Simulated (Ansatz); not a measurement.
Rb2LiInCl6:
```
CELL_PARAMETERS angstrom
      0.00000     5.04578     5.04578
      5.04578     0.00000     5.04578
      5.04578     5.04578     0.00000
ATOMIC_POSITIONS crystal
  Rb 0.75000 0.75000 0.75000
  Rb 0.25000 0.25000 0.25000
  Li 0.50000 0.50000 0.50000
  In 0.00000 0.00000 0.00000
  Cl 0.75126 0.24874 0.24874
  Cl 0.24874 0.75126 0.75126
  Cl 0.24874 0.75126 0.24874
  Cl 0.75126 0.24874 0.75126
  Cl 0.24874 0.24874 0.75126
  Cl 0.75126 0.75126 0.24874
```

Relaxed with PBEsol.

Task: Give the Bader charges and basin volumes of the independent atoms, the program Ansatz at the PBEsol level (PAW).

Result: 

| atom | Bader charge (e) | Bader volume (Å³) |
|---|---|---|
| Rb1 | +0.87 | 27.9 |
| Li3 | +0.90 | 3.7 |
| In4 | +1.60 | 13.8 |
| Cl5 | -0.71 | 30.6 |

Space group Fm-3m. The workflow started from a Materials Project entry (that database holds measured and hypothetical structures alike); the Crystallography Open Database copy checked does not list it. Its standing as an ambient phase is unchecked. The cell was relaxed with PBEsol under the symmetry of its start; its stability against distortions is not shown here.

Potentials: the later of the program's two PAW sets.
